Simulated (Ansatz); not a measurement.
Nb₂GeB₂:
```
Nb2GeB2
1.0
    3.17848     0.00000     0.00000
   -1.58924     2.75264     0.00000
    0.00000     0.00000     7.06755
Nb Ge B
2 1 2
Cartesian
  0.00000   1.83509   5.09252
  0.00000   1.83509   1.97503
  0.00000   0.00000   0.00000
  0.00000   0.00000   3.53377
  1.58924   0.91755   3.53377
```

Relaxed with r²SCAN. Special points in fractions of this cell's reciprocal vectors: Γ (0.000, 0.000, 0.000); M (0.500, 0.000, 0.000); K (0.333, 0.333, 0.000); A (0.000, 0.000, 0.500); L (0.500, 0.000, 0.500); H (0.333, 0.333, 0.500).

Q: List the band energies nearest the Fermi level at these points for plane-wave PAW r²SCAN with spin–orbit coupling (Ansatz code).

A: In eV from the Fermi level; about four levels below and three above (degenerate sets whole), none deeper than 8.9 eV; points with the same levels are listed once.

```csv
k,below,above
Γ,-0.41 -0.41 -0.28 -0.28,1.68 1.68 1.88 1.88
M,-3.27 -3.27 -1.95 -1.95,0.78 0.78 1.10 1.10
K,-2.91 -2.87 -0.83 -0.79,0.86 0.95 1.00
A,-0.64 -0.64 -0.59 -0.59,1.15 1.15 1.34 1.34
L,-2.17 -2.17 -0.47 -0.47,1.56 1.56 3.00 3.00
H,-3.47 -3.42 -1.38 -1.37,1.51 1.52 2.67
```

Space group P-6m2. The start of the workflow was typed in or built on a structure type; neither database checked (COD, Materials Project) lists it. Its standing as an ambient phase is unchecked. The r²SCAN relaxation kept the symmetry of its start; its stability against distortions is not shown here. No spin polarisation was allowed.

Potentials: the earlier of the program's two PAW sets. The files were generated under PBE; for other functionals the program regenerates the frozen cores, and for LDA and PBEsol the local potential too.
